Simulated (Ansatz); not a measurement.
Hf2Pd2Se2Br2O3 and the effect of the dispersion correction

The cell as given:

```cif
data_structure
_symmetry_space_group_name_H-M 'P6mm'
_symmetry_Int_Tables_number 183
_cell_length_a 5.7590
_cell_length_b 5.7590
_cell_length_c 8.5255
_cell_angle_alpha 90.000
_cell_angle_beta 90.000
_cell_angle_gamma 120.000
_cell_volume 244.87
loop_
_atom_site_label
_atom_site_type_symbol
_atom_site_symmetry_multiplicity
_atom_site_Wyckoff_symbol
_atom_site_fract_x
_atom_site_fract_y
_atom_site_fract_z
_atom_site_occupancy
Hf1 Hf 2 b 0.33333 0.66667 0.54201 1
Pd1 Pd 2 b 0.33333 0.66667 0.12880 1
Se1 Se 2 b 0.33333 0.66667 0.85572 1
Br1 Br 1 a 0.00000 0.00000 0.13895 1
Br2 Br 1 a 0.00000 0.00000 0.65384 1
O1 O 3 c 0.50000 0.00000 0.42963 1
```

The cell comes from a database or a generator and needn't be the stable form of this composition.

Kept alike: task relaxation of cell and atoms; functional PBE; k mesh 4 × 4 × 3; occupations fermi-dirac, width 0.05 eV; no spin polarisation. Program: Ansatz, Ansatz PAW, cutoff 420 eV. The mesh is that of the run's cell of 11 atoms. No spin-orbit coupling.

| dispersion correction | volume (Å³/atom) | first edge of the run's cell (Å) | third edge of the run's cell (Å) |
| --- | --- | --- | --- |
| D3(BJ) | 20.705 | 5.645 | 8.253 |
| D3(BJ)-ATM | 20.854 | 5.659 | 8.273 |
| D4 | 20.830 | 5.657 | 8.268 |

The relaxations keep at least the cell's symmetry (P6mm). For a metal such a mesh leaves the last digits unconverged. Relaxations stop with a little pressure left, so the last digits of a volume or edge aren't settled. Ansatz's relaxations hold a Pulay term in the stress (up to 0.2 GPa here).

What does the dispersion correction change here?

The volume runs from 20.705 (D3(BJ)) to 20.854 Å³/atom (D3(BJ)-ATM). The first edge of the run's cell runs from 5.645 (D3(BJ)) to 5.659 Å (D3(BJ)-ATM). The third edge of the run's cell runs from 8.253 (D3(BJ)) to 8.273 Å (D3(BJ)-ATM).
